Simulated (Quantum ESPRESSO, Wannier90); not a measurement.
## Wannierisation of BaSnO3 (cubic perovskite)

Materials Project entry mp-3163; symmetrised, unrelaxed at this level. COD (Crystallography Open Database) records the formula in this space group. Ideal cubic forms of this type are often high-temperature phases that distort on cooling; symmetry holds the cell here, and its stability was not tested. Computed values, not measurements, from LDA: Quantum ESPRESSO (norm-conserving PseudoDojo potentials, cutoff 68 Ry, no spin polarisation, no spin-orbit coupling) on a Γ-centred 8×8×8 mesh, then Wannier90. Density: 8×8×8 mesh, Gaussian smearing 0.01 Ry. Spin-orbit coupling is left out although heavy elements are present.

```
begin unit_cell_cart
ang
    4.1434700000    0.0000000000    0.0000000000
    0.0000000000    4.1434700000    0.0000000000
    0.0000000000    0.0000000000    4.1434700000
end unit_cell_cart
mp_grid = 8 8 8
```

Which shells of neighbouring k-points and which b-vectors and weights does Wannier90 pick for this cell and mesh?


```
 *---------------------------------- K-MESH ----------------------------------*
 +----------------------------------------------------------------------------+
 |                    Distance to Nearest-Neighbour Shells                    |
 |                    ------------------------------------                    |
 |          Shell             Distance (Ang^-1)          Multiplicity         |
 |          -----             -----------------          ------------         |
 |             1                   0.189551                      6            |
 |             2                   0.268065                     12            |
 |             3                   0.328312                      8            |
 |             4                   0.379102                      6            |
 |             5                   0.423849                     24            |
 |             6                   0.464303                     24            |
 |             7                   0.536131                     12            |
 |             8                   0.568652                     30            |
       ... (lines left out)
 +----------------------------------------------------------------------------+
 | The b-vectors are chosen automatically                                     |
 | The following shells are used:                       1                     |
 +----------------------------------------------------------------------------+
 |                        Shell   # Nearest-Neighbours                        |
 |                        -----   --------------------                        |
 |                          1               6                                 |
 +----------------------------------------------------------------------------+
 | Completeness relation is fully satisfied [Eq. (B1), PRB 56, 12847 (1997)]  |
 +----------------------------------------------------------------------------+
 |                  b_k Vectors (Ang^-1) and Weights (Ang^2)                  |
 |                  ----------------------------------------                  |
 |            No.         b_k(x)      b_k(y)      b_k(z)        w_b           |
 |            ---        --------------------------------     --------        |
 |             1         0.000000    0.000000    0.189551    13.916135        |
 |             2         0.000000    0.189551    0.000000    13.916135        |
 |             3         0.189551    0.000000    0.000000    13.916135        |
 |             4         0.000000    0.000000   -0.189551    13.916135        |
 |             5         0.000000   -0.189551    0.000000    13.916135        |
 |             6        -0.189551    0.000000    0.000000    13.916135        |
```
